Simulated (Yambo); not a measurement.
Yambo run on Rb3RhF6 (space group Fm-3m, No. 225). The wavefunctions come from this Quantum ESPRESSO step (PBEsol, PseudoDojo standard norm-conserving files, scalar-relativistic):

```
&CONTROL
  calculation = 'nscf'
  pseudo_dir = './pseudo'
  outdir = './out'
/
&SYSTEM
  ibrav = 0
  nat = 10
  ntyp = 3
  ecutwfc = 88.0
  ecutrho = 352.0
  occupations = 'fixed'
  force_symmorphic = .true.
  nbnd = 284
/
&ELECTRONS
  conv_thr = 1e-08
  diago_full_acc = .true.
  diago_thr_init = 1e-08
/
ATOMIC_SPECIES
F 18.9984 F.upf
Rb 85.4678 Rb.upf
Rh 102.9055 Rh.upf
CELL_PARAMETERS angstrom
  0.000000000000   4.556480000000   4.556480000000
  4.556480000000   0.000000000000   4.556480000000
  4.556480000000   4.556480000000   0.000000000000
ATOMIC_POSITIONS crystal
F   0.782550000000   0.217450000000   0.217450000000
F   0.217450000000   0.782550000000   0.782550000000
F   0.217450000000   0.782550000000   0.217450000000
F   0.782550000000   0.217450000000   0.782550000000
F   0.217450000000   0.217450000000   0.782550000000
F   0.782550000000   0.782550000000   0.217450000000
Rb   0.750000000000   0.750000000000   0.750000000000
Rb   0.250000000000   0.250000000000   0.250000000000
Rb   0.500000000000   0.500000000000   0.500000000000
Rh   0.000000000000   0.000000000000   0.000000000000
K_POINTS automatic
2 2 2 0 0 0
```

Yambo input:

```
rim_cut
gw0
dyson
el_el_corr
HF_and_locXC
ppa
em1d
RandQpts= 1000000
RandGvec= 1 Ry
EXXRLvcs= 88 Ry
VXCRLvcs= 352 Ry
Chimod= "HARTREE"
% BndsRnXp
 5 | 282 |
%
NGsBlkXp= 7 Ry
% LongDrXp
 1.0 | 1.0 | 1.0 |
%
PPAPntXp= 27.2114 eV
% GbndRnge
 1 | 282 |
%
GTermKind= "BG"
DysSolver= "n"
ExtendOut
% QPkrange
 1 | 1 | 43 | 44 |
 2 | 2 | 43 | 44 |
 3 | 3 | 43 | 44 |
%
```

k points by index: 1 = Γ, 2 = L, 3 = X.

Table of the .qp output:

```
#    K-point    Band    Eo [eV]    E [eV]    E-Eo [eV]    Vxc [eV]    Vnlxc [eV]    Sc|Eo [eV]    Sc|E [eV]    dSc/dw|Eo [eV]    Re(Z)    Im(Z)
#
    1    43    -0.117919    -1.638959    -1.521039    -22.59597    -28.89887    4.413960    4.781863    -6.580839    0.805252    -0.001788
    1    44    2.187082    4.456304    2.269222    -23.31293    -17.25550    -3.267501    -3.788206    -6.243665    0.813369    -0.001454
    2    43    -0.045435    -1.567118    -1.521683    -22.91219    -29.27023    4.467598    4.836351    -6.593305    0.804955    -0.001674
    2    44    2.408150    4.688285    2.280135    -23.95474    -17.92744    -3.205682    -3.747164    -6.461475    0.808105    -0.002097
    3    43    0.000000    -1.517941    -1.517941    -23.11542    -29.50108    4.499117    4.867713    -6.606777    0.804635    -0.001640
    3    44    2.107707    4.319379    2.211673    -22.72506    -16.70382    -3.312514    -3.809561    -6.115072    0.816508    -0.001394
```
(The two width columns are left out.) Convergence of these settings isn't established.

Spin-orbit coupling is not included.

Geometry of the Materials Project entry, not relaxed at this level.

The structure is a Materials Project entry; no match was found in the copy of COD used, and its stability was not checked.
